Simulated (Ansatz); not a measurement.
WC:
```yaml
crystal:
  lattice:
    - [0.00000, 2.33938, 2.33938]
    - [2.33938, 0.00000, 2.33938]
    - [2.33938, 2.33938, 0.00000]
  atoms:
    - { symbol: W, position: [0.00000, 0.00000, 0.00000] }
    - { symbol: C, position: [0.25000, 0.25000, 0.25000] }
```

Relaxed with r²SCAN.

### Question
Map the valence electron density (e/Å³), cut off at 2 on the plane through (0.000, 0.000, 0.000) spanned by u = [1, 0, 0] and v = [-1, 1, 1] in lattice vectors, from the program Ansatz at the r²SCAN level (PAW).

### Answer
x is the fraction of u, y of v (the angle between them is 90°; rows are the nearest grid lines); atoms in the plane: W at (0.00, 0.00), C at (0.50, 0.25).
```
y \ x   0.000  0.118  0.176  0.294  0.353  0.471  0.529  0.647  0.706  0.824  0.882   1.00
------  -----  -----  -----  -----  -----  -----  -----  -----  -----  -----  -----  -----
1.00     2.00   2.00   2.00  0.740  0.435  0.333  0.333  0.435  0.740   2.00   2.00   2.00
0.913    2.00   2.00   2.00  0.464  0.263  0.181  0.181  0.263  0.464   2.00   2.00   2.00
0.826    1.46  0.934  0.578  0.228  0.173  0.138  0.138  0.173  0.228  0.576  0.934   1.46
0.783   0.519  0.396  0.300  0.179  0.152  0.132  0.132  0.152  0.179  0.300  0.395  0.519
0.696   0.159  0.152  0.146  0.137  0.135  0.133  0.133  0.135  0.137  0.146  0.152  0.159
0.609   0.081  0.088  0.097  0.124  0.140  0.162  0.162  0.140  0.124  0.097  0.088  0.081
0.522   0.053  0.068  0.088  0.159  0.205  0.272  0.272  0.205  0.159  0.088  0.068  0.053
0.478   0.053  0.074  0.103  0.210  0.285  0.401  0.401  0.285  0.210  0.103  0.074  0.053
0.391   0.081  0.121  0.180  0.435  0.650   1.04   1.04  0.651  0.435  0.180  0.121  0.081
0.304   0.159  0.226  0.328  0.838   1.28   1.68   1.68   1.28  0.838  0.328  0.225  0.159
0.217   0.519  0.502  0.562   1.07   1.51   1.59   1.59   1.51   1.07  0.562  0.503  0.519
0.174    1.46   1.01  0.820   1.02   1.34   1.69   1.69   1.34   1.02  0.821   1.01   1.46
0.0870   2.00   2.00   2.00  0.838  0.761  0.829  0.829  0.761  0.838   2.00   2.00   2.00
0.000    2.00   2.00   2.00  0.740  0.435  0.333  0.333  0.435  0.740   2.00   2.00   2.00
```

The density is the valence pseudo-density with augmentation charge, so density and ELF within about 1 Å of a nucleus are not all-electron values.

Space group F-43m (zinc blende). The start of the workflow was typed in or built on a structure type; neither database checked (COD, Materials Project) lists it. It is not the phase usual at ambient conditions (space group No. 187). The r²SCAN relaxation kept the symmetry of its start; its stability against distortions is not shown here. No spin polarisation was allowed. Its formation energy is positive at this level, so the cell may be metastable or incomplete. Scalar-relativistic: spin–orbit coupling is off unless named, which matters more the heavier the elements.

Potentials: the earlier of the program's two PAW sets.
